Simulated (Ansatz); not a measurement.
C in space group Pnma (No. 62; C on 4c, C on 4c, C on 4c, C on 4c) under volume change, plane-wave PAW r²SCAN (Ansatz code), shape and atoms relaxed at each volume.

| V (Å³/atom) | E − E(relaxed) (meV/atom) | P (GPa) |
|---|---|---|
| 5.364 | 71.7 | 46.55 |
| 5.541 | 30.3 | 28.81 |
| 5.718 | … | … |
| 5.895 | 0.0 | 0.00 |
| 6.072 | 6.6 | -11.64 |
| 6.248 | … | … |
| 6.425 | 54.1 | -30.54 |

Q: What belongs in the gaps?

A: 
- 6.248, E − E(relaxed) (meV/atom): 25.1
- 6.248, P (GPa): -21.76
- 5.718, E − E(relaxed) (meV/atom): 7.2
- 5.718, P (GPa): 13.40

Q: What does a third-order Birch–Murnaghan fit give for V₀, B₀ and B′?

A: V₀ = 5.89 Å³/atom, B₀ = 415 GPa, B′ = 3.7.

The start of the workflow was typed in or built on a structure type; neither database checked (COD, Materials Project) lists it. It is not the phase usual at ambient conditions (space group No. 194, 227). The cell was relaxed with r²SCAN under the symmetry of its start; whether a distortion lowers the energy is not shown.

Potentials: the later of the program's two PAW sets.
